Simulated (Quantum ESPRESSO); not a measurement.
# Au3MoTa3V: input and log of a self-consistent run

Computed values, not a measurement. The program is pw.x of Quantum ESPRESSO 7.5 (plane-wave density functional theory). The cell is made up: eight metal atoms on a hexagonal close-packed lattice, with elements, volume, strain and displacements drawn at random and not relaxed, so it may be unstable or far from any real phase. PseudoDojo standard norm-conserving files set the functional (PBE unless stated); there is no spin polarisation or spin-orbit coupling, the Fermi-Dirac width of 0.25 eV means electrons at about 2900 K, and the masses in the input are unused placeholders. Heavy elements are run without spin-orbit coupling, which real alloys of them have. A spin test at this wide smearing found no moment, but such smearing suppresses magnetism that the real alloy may have.

Input:

```
&control calculation='scf', pseudo_dir='./dojo.nc.sr.pbe.v0_5.standard.upf', outdir='./o', disk_io='minimal', tprnfor=.true., tstress=.true. /
&system ibrav=0, nat=8, ntyp=4, nbnd=76, ecutwfc=84.00895049, nosym=.true., tot_charge=0,
 occupations='smearing', smearing='fd', degauss=0.0183746611
/
&electrons conv_thr=1.470e-08, electron_maxstep=70, mixing_beta=0.5 /
ATOMIC_SPECIES
Au 1.0 Au.upf
Mo 1.0 Mo.upf
Ta 1.0 Ta.upf
V 1.0 V.upf
CELL_PARAMETERS angstrom
0.0521 0.023 4.8466
5.6834 -0.0147 0.0623
-2.8544 4.8807 -0.0074
ATOMIC_POSITIONS angstrom
Au -0.0951 0.1536 0.0037
Mo -1.4074 2.4208 -0.0578
Au 2.8386 0.1808 -0.0457
Ta 1.5112 2.4252 -0.0055
Ta -0.0678 1.6952 2.37
Ta -1.4831 4.0943 2.4044
V 2.7711 1.7205 2.5008
Au 1.3514 4.1097 2.4268
K_POINTS automatic
5 5 5 1 1 1
```

The log is shortened where brackets say so; the opening notice, blank lines, dates and the lines on written files are dropped, and the path of the files is cut. It prints rydbergs, bohrs and kilobars, and counts compression as positive stress. Its total energy is the free energy E - TS of the whole cell.

```
     Program PWSCF v.7.5
     Parallel version (MPI & OpenMP), running on       4 processor cores
     Number of MPI processes:                 4
     Threads/MPI process:                     1
     [start-up lines left out]
     bravais-lattice index     =            0
     lattice parameter (alat)  =       9.1594  a.u.
     unit-cell volume          =     905.7437 (a.u.)^3
     number of atoms/cell      =            8
     number of atomic types    =            4
     number of electrons       =       123.00
     number of Kohn-Sham states=           76
     kinetic-energy cutoff     =      84.0090  Ry
     charge density cutoff     =     336.0358  Ry
     scf convergence threshold =      1.5E-08
     mixing beta               =       0.5000
     number of iterations used =            8  plain     mixing
     Exchange-correlation= PBE
                           (   1   4   3   4   0   0   0)
     [axes and pseudopotential details left out]
   Cartesian axes
     site n.     atom                  positions (alat units)
         1        Au     tau(   1) = (  -0.0196206   0.0316901   0.0007634  )
         2        Mo     tau(   2) = (  -0.2903691   0.4994497  -0.0119251  )
         3        Au     tau(   3) = (   0.5856485   0.0373019  -0.0094286  )
         4        Ta     tau(   4) = (   0.3117847   0.5003575  -0.0011347  )
         5        Ta     tau(   5) = (  -0.0139882   0.3497468   0.4889688  )
         6        Ta     tau(   6) = (  -0.3059872   0.8447195   0.4960661  )
         7        V      tau(   7) = (   0.5717222   0.3549666   0.5159550  )
         8        Au     tau(   8) = (   0.2788154   0.8478967   0.5006876  )
     number of k points=    63  Fermi-Dirac smearing, width (Ry)=  0.0184
                       cart. coord. in units 2pi/alat
        k(    1) = (   0.0845890   0.1489279   0.0983908), wk =   0.0320000
        k(    2) = (   0.0851139   0.3478498   0.0974412), wk =   0.0320000
     [further k points left out]
     Dense  grid:    94229 G-vectors     FFT dimensions: (  54,  64,  64)
     Estimated max dynamical RAM per process >     402.42 MB
     Estimated total dynamical RAM >       1.50 GB
     Initial potential from superposition of free atoms
     starting charge     122.9944, renormalised to     123.0000
     Starting wfcs are   80 randomized atomic wfcs
     total cpu time spent up to now is        5.2 secs
     per-process dynamical memory:   327.6 Mb
     Self-consistent Calculation
     iteration #  1     ecut=    84.01 Ry     beta= 0.50
     Davidson diagonalization with overlap
     ethr =  1.00E-02,  avg # of iterations =  2.6
     total cpu time spent up to now is       17.3 secs
     total energy              =   -1563.46190144 Ry
     estimated scf accuracy    <       7.35817901 Ry
     iteration #  2     ecut=    84.01 Ry     beta= 0.50
     Davidson diagonalization with overlap
     ethr =  5.98E-03,  avg # of iterations =  3.2
     total cpu time spent up to now is       30.5 secs
     total energy              =   -1566.67684238 Ry
     estimated scf accuracy    <      24.06753280 Ry
     iteration #  3     ecut=    84.01 Ry     beta= 0.50
     Davidson diagonalization with overlap
     ethr =  5.98E-03,  avg # of iterations =  2.2
     total cpu time spent up to now is       41.7 secs
     total energy              =   -1567.83479958 Ry
     estimated scf accuracy    <       7.39733053 Ry
     iteration #  4     ecut=    84.01 Ry     beta= 0.50
     Davidson diagonalization with overlap
     ethr =  5.98E-03,  avg # of iterations =  1.9
     total cpu time spent up to now is       51.9 secs
     total energy              =   -1568.01930580 Ry
     estimated scf accuracy    <       3.92445453 Ry
     iteration #  5     ecut=    84.01 Ry     beta= 0.50
     Davidson diagonalization with overlap
     ethr =  3.19E-03,  avg # of iterations =  4.0
     total cpu time spent up to now is       62.8 secs
     total energy              =   -1567.99932552 Ry
     estimated scf accuracy    <       3.01317956 Ry
     [iterations 6 to 17 left out]
     iteration # 18     ecut=    84.01 Ry     beta= 0.50
     Davidson diagonalization with overlap
     ethr =  6.30E-09,  avg # of iterations =  2.6
     total cpu time spent up to now is      205.3 secs
     total energy              =   -1567.93524103 Ry
     estimated scf accuracy    <       0.00001231 Ry
     iteration # 19     ecut=    84.01 Ry     beta= 0.50
     Davidson diagonalization with overlap
     ethr =  6.30E-09,  avg # of iterations =  1.4
     total cpu time spent up to now is      215.3 secs
     total energy              =   -1567.93524207 Ry
     estimated scf accuracy    <       0.00000069 Ry
     iteration # 20     ecut=    84.01 Ry     beta= 0.50
     Davidson diagonalization with overlap
     ethr =  5.65E-10,  avg # of iterations =  2.8
     total cpu time spent up to now is      226.5 secs
     total energy              =   -1567.93524212 Ry
     estimated scf accuracy    <       0.00000014 Ry
     iteration # 21     ecut=    84.01 Ry     beta= 0.50
     Davidson diagonalization with overlap
     ethr =  1.17E-10,  avg # of iterations =  2.2
     total cpu time spent up to now is      237.1 secs
     total energy              =   -1567.93524213 Ry
     estimated scf accuracy    <       0.00000001 Ry
     iteration # 22     ecut=    84.01 Ry     beta= 0.50
     Davidson diagonalization with overlap
     ethr =  1.20E-11,  avg # of iterations =  3.3
     total cpu time spent up to now is      248.6 secs
     End of self-consistent calculation
     [lines on levels left out]
!    total energy              =   -1567.93524213 Ry
     estimated scf accuracy    <          2.4E-09 Ry
     smearing contrib. (-TS)   =      -0.12297070 Ry
     internal energy E=F+TS    =   -1567.81227144 Ry
     The total energy is F=E-TS. E is the sum of the following terms:
     one-electron contribution =    -406.36433269 Ry
     hartree contribution      =     269.17867681 Ry
     xc contribution           =    -288.67674450 Ry
     ewald contribution        =   -1141.94987105 Ry
     convergence has been achieved in  22 iterations
     Forces acting on atoms (cartesian axes, Ry/au):
     atom    1 type  1   force =     0.04802988   -0.07093990   -0.00941167
     atom    2 type  2   force =    -0.00716533    0.08481201    0.00543380
     atom    3 type  1   force =    -0.02774141   -0.08163980    0.01312121
     atom    4 type  3   force =    -0.02102537    0.06711274    0.00168482
     atom    5 type  3   force =     0.00387616    0.01177079    0.01357519
     atom    6 type  3   force =     0.00187217   -0.00877493   -0.00141637
     atom    7 type  4   force =     0.00099566   -0.00523104   -0.02208443
     atom    8 type  1   force =     0.00115823    0.00289014   -0.00090254
     Total force =     0.167942     Total SCF correction =     0.000199
     Computing stress (Cartesian axis) and pressure
          total   stress  (Ry/bohr**3)                   (kbar)     P=       76.25
   0.00053031  -0.00006743  -0.00002709           78.01       -9.92       -3.98
  -0.00006743   0.00106995  -0.00002103           -9.92      157.40       -3.09
  -0.00002709  -0.00002103  -0.00004518           -3.98       -3.09       -6.65
     init_run     :      4.88s CPU      5.05s WALL (       1 calls)
     electrons    :    238.25s CPU    243.47s WALL (       1 calls)
     forces       :      2.09s CPU      2.11s WALL (       1 calls)
     stress       :      7.14s CPU      7.31s WALL (       1 calls)
     [timing details left out]
     PWSCF        :   4m12.49s CPU   4m18.11s WALL
     JOB DONE.
```

In other units: free energy -21332.846 eV for the cell, pressure 7.63 GPa, largest force component 2.181 eV/Å in size. The run took 260 s of wall time with four MPI processes on a shared machine (AMD EPYC, Zen 5, virtual cores), so the time is rough. A rerun of this cell at a higher cutoff and on a denser mesh moved values by no more than 0.002 eV in energy, 0.04 GPa in stress and 0.005 eV/Å in force, and a second program with other atomic files agreed on that cell to 2 % rms in force and 0.5 GPa in pressure.